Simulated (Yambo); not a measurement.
Absorption of NaCl (rock salt, space group Fm-3m, No. 225) under isotropic strain of -3 % on all lattice vectors with and without the electron-hole interaction (Yambo, PBEsol bands; 10×10×10 mesh, 3 valence and 1 conduction bands, static screening with 22 bands and a 4 Ry block, scissor 3.12 eV, Tamm-Dancoff; field along x).

```csv
E (eV),"Im ε, BSE","Im ε, independent quasiparticles"
6.80,0.19,0.03
6.90,0.23,0.03
7.00,0.28,0.03
7.10,0.35,0.03
7.20,0.46,0.04
7.30,0.64,0.04
7.40,0.94,0.04
7.50,1.52,0.04
7.60,2.73,0.05
7.70,4.97,0.05
7.80,5.62,0.06
7.90,3.54,0.06
8.00,2.35,0.07
8.10,2.20,0.08
8.20,2.34,0.10
8.30,1.80,0.12
8.40,1.45,0.16
8.50,1.58,0.21
8.60,2.11,0.23
8.70,2.71,0.28
8.80,3.12,0.43
8.90,2.60,0.61
9.00,2.13,0.64
9.10,2.06,0.64
9.20,2.19,0.59
9.30,2.08,0.59
9.40,2.40,0.69
9.50,3.00,0.78
9.60,2.53,0.84
9.70,1.72,1.05
9.80,1.35,1.33
9.90,1.30,1.13
10.00,1.22,0.87
10.10,1.13,0.83
10.20,1.12,1.00
10.30,1.29,1.38
10.40,1.40,1.74
10.50,1.43,2.13
10.60,1.57,2.42
10.70,1.97,2.45
10.80,2.57,2.30
10.90,2.54,2.59
11.00,2.08,3.22
11.10,1.76,3.39
11.20,1.55,3.07
11.30,1.43,2.75
11.40,1.30,2.74
11.50,1.37,3.48
```

The scissor comes from a G0W0 run whose convergence isn't established. Broadening 0.15 eV. The band window holds all transitions up to 11.6 eV. Fine structure above the onset can come from the mesh.

Geometry strained from the cell relaxed with PBEsol, atoms relaxed again; primitive cell a = b = c = 3.843 Å, α = β = γ = 60.00°.
